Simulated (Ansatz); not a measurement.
All numbers below come from DFT PBE, scalar-relativistic, plane waves, PAW (Ansatz). The final run on the 8-atom cell used 420 eV, a Γ-centred 12×12×4 mesh, 0.10 eV smearing and no spin polarisation.

The zero of energy is the elements' standard structures at the same level (O₂ as a molecule); no fitted shifts are applied. The references include grey tin.

Question: Propose a candidate for a hexagonal metal made of La, O and Sn, with a formation energy near −1.65 eV/atom and about 25 Å³ per atom, in a cell of 8 atoms.

Answer: La2SnO, space group P6_3/mmc (No. 194). La is surrounded by 3 O at 2.60 Å, 3 Sn at 3.40 Å, 3 La at 3.55 Å and 6 La at 3.79 Å; Sn has 6 La at 3.40 Å and 6 Sn at 3.79 Å; around O lie 6 La at 2.60 Å.

```
CELL_PARAMETERS angstrom
3.79042 0.00000 0.00000
-1.89521 3.28260 0.00000
0.00000 0.00000 15.99294
ATOMIC_POSITIONS crystal
La 0.66667 0.33333 0.41265
La 0.33333 0.66667 0.58735
La 0.33333 0.66667 0.91265
La 0.66667 0.33333 0.08735
Sn 0.66667 0.33333 0.75000
Sn 0.33333 0.66667 0.25000
O 0.00000 0.00000 0.00000
O 0.00000 0.00000 0.50000
```

The volume per atom is 24.87 Å³ and the density is 6.88 g/cm³. The energy over the elements is −1.65 eV/atom and the gap on the 12×12×4 mesh of the 8-atom cell is 0 eV (a metal).

The cell was found from a structure generator's guess, not taken from experiment. Other answers may fit too; this one was computed.

A structure relaxed within its symmetry needn't be a true minimum.
